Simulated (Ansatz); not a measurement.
Y₂H₂C in space group P-3m1 (No. 164; H on 2d, Y on 2d, C on 1a), r²SCAN (plane waves, PAW; program Ansatz), all energies at zero smearing, with the estimated change up to a 700 eV cutoff added, with one set of potentials and settings (totals compare only within such a set). Cell of 5 atoms (2 H, 2 Y, 1 C): -8006.448 eV.

| element | reference phase | E (eV/atom) |
|---|---|---|
| H | P2_12_12_1, 8 atoms in the cell | -15.9458 |
| Y | P6_3/mmc, 2 atoms in the cell | -3859.7073 |
| C | P6_3/mmc, 4 atoms in the cell | -251.6711 |

Formation energy per atom, worked out: (-8006.448 − 2×(-15.9458) − 2×(-3859.7073) − 1×(-251.6711))/5 = -0.694 eV/atom (-67 kJ per mol of atoms), at 0 K, without zero-point energy or fitted corrections.

The workflow started from an entry of the Crystallography Open Database (COD). Its standing as an ambient phase is unchecked. The r²SCAN relaxation kept the symmetry of its start; whether a distortion lowers the energy is not shown. The run is not spin-polarised. The references are the lowest solids computed at this level, not always the standard phases (solids in place of the gases).

Potentials: the later of the program's two PAW sets.
